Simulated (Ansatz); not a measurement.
Consider the following.

TaGa3:
```
CELL_PARAMETERS angstrom
     -1.86888     1.86888     4.28350
      1.86888    -1.86888     4.28350
      1.86888     1.86888    -4.28350
ATOMIC_POSITIONS crystal
  Ta 0.00000 0.00000 0.00000
  Ga 0.50000 0.50000 0.00000
  Ga 0.75000 0.25000 0.50000
  Ga 0.25000 0.75000 0.50000
```

This is the LDA-relaxed structure.

Problem. All from plane-wave PAW LDA (Ansatz code), unless another level is named. Give the bulk modulus (Birch–Murnaghan fit).

Solution. 1510 kbar.

Problem. What about the highest zone-centre frequency?

Solution. 232 cm⁻¹.

Space group I4/mmm. The workflow started from a Materials Project entry (that database holds measured and hypothetical structures alike); the Crystallography Open Database files this formula in space group No. 139, but the cells were not matched. Whether it is the stable phase at ambient conditions was not checked. The LDA relaxation kept the symmetry of its start; of distortions, only those at the zone centre were tested. The run is not spin-polarised. As this level gives no gap, phonon frequencies hold no LO–TO term and depend on the k-mesh and smearing (Fermi–Dirac, 0.1 eV here). Spin–orbit coupling is left out wherever it is not named.

Potentials: the later of the program's two PAW sets.
